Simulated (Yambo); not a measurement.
BSE-type run in Yambo on MgTe (zinc blende, space group F-43m, No. 216), at zero momentum.

Quantum ESPRESSO step (PBE, PseudoDojo standard norm-conserving files, scalar-relativistic):
```
&CONTROL
  calculation = 'nscf'
  pseudo_dir = './pseudo'
  outdir = './out'
/
&SYSTEM
  ibrav = 0
  nat = 2
  ntyp = 2
  ecutwfc = 84.0
  ecutrho = 336.0
  occupations = 'fixed'
  force_symmorphic = .true.
  nbnd = 42
/
&ELECTRONS
  conv_thr = 2e-09
  diago_full_acc = .true.
  diago_thr_init = 1e-08
/
ATOMIC_SPECIES
Mg 24.3050 Mg.upf
Te 127.6000 Te.upf
CELL_PARAMETERS angstrom
  0.000000000000   3.219291397000   3.219291397000
  3.219291397000   0.000000000000   3.219291397000
  3.219291397000   3.219291397000   0.000000000000
ATOMIC_POSITIONS crystal
Mg   0.000000000000   0.000000000000   0.000000000000
Te   0.250000000000   0.250000000000   0.250000000000
K_POINTS automatic
6 6 6 0 0 0
```

Yambo input:
```
rim_cut
optics
bse
bss
dipoles
RandQpts= 1000000
RandGvec= 1 Ry
FFTGvecs= 40 Ry
BSKmod= "HARTREE"
BSEmod= "resonant"
BSSmod= "hs"
BSENGexx= 15 Ry
% KfnQP_E
 1.358 | 1.0 | 1.0 |
%
% BSEQptR
 1 | 1 |
%
% BSEBands
 11 | 20 |
%
% BEnRange
 0.0 | 12.7 | eV
%
% BDmRange
 0.15 | 0.15 | eV
%
BEnSteps= 254
% BLongDir
 1.0 | 0.0 | 0.0 |
%
BSHayTrs= -0.02
BSSNEig= 24
WRbsWF
```

From the report:

The dimension is k points × valence × conduction bands = 216 × 3 × 7 = 4536.
```
  [SLEPC] Approach                          : Krylov-Schur
  [SLEPC] Number of requested eigenvalues   :  24
  [SLEPC] Number of eigenvalues        [NEV]:  24
   [K] Dimension                                    :   4536
   [K] Bands                                        :  11  20
   [K] Exchange res                                 : yes
   [K] Correlation res                              : no
   [K] W interaction is bare                        : no
   [K] RL vectors exchange                          :   531
```

Bands and orbitals come from the standard potentials; the scissor and the G0W0 gaps come from a run at the same geometry on the stringent ones, which hold whole semicore shells in the valence.

Spin-orbit coupling is not included.

Geometry relaxed with PBEsol.

This is not the ordinary phase of the substance; no match was found in the copy of COD used, and its stability was not checked.
